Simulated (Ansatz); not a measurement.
PbS (rock salt)

```
PbS
1.0
    0.00000     3.00452     3.00452
    3.00452     0.00000     3.00452
    3.00452     3.00452     0.00000
S Pb
1 1
Direct
  0.00000   0.00000   0.00000
  0.50000   0.50000   0.50000
```

E(V) scan at fixed shape, V₀ the volume above. Symmetry pins the atoms to their sites.

All values below come from PBE (plane waves to 420 eV, PAW, scalar-relativistic; Ansatz, a first-principles code). k mesh 10×10×10 (Γ-centred), Fermi-Dirac smearing 0.05 eV. Energies are smeared free energies. Compression counts positive. PbS was relaxed with its symmetry unable to fall. Spin-orbit coupling is left out, though Pb is heavy. The PAW data are Ansatz's earlier set. The zero of ΔE is the relaxed starting cell.

Problem. Estimate the ΔE (kJ/mol of atoms) and P (GPa) for V/V₀ = 0.940, 0.955, 0.970, 0.985, 1.015, 1.030, 1.045, 1.060.

Solution. 
| V/V₀ | ΔE (kJ/mol of atoms) | P (GPa) |
|---|---|---|
| 0.940 | 1.73 | 3.73 |
| 0.955 | 0.95 | 2.69 |
| 0.970 | 0.41 | 1.72 |
| 0.985 | 0.10 | 0.82 |
| 1.015 | 0.09 | -0.76 |
| 1.030 | 0.37 | -1.46 |
| 1.045 | 0.81 | -2.11 |
| 1.060 | 1.40 | -2.71 |

(A scan under strain: stresses follow from slopes of the energy per volume, elastic moduli from its curvatures.)
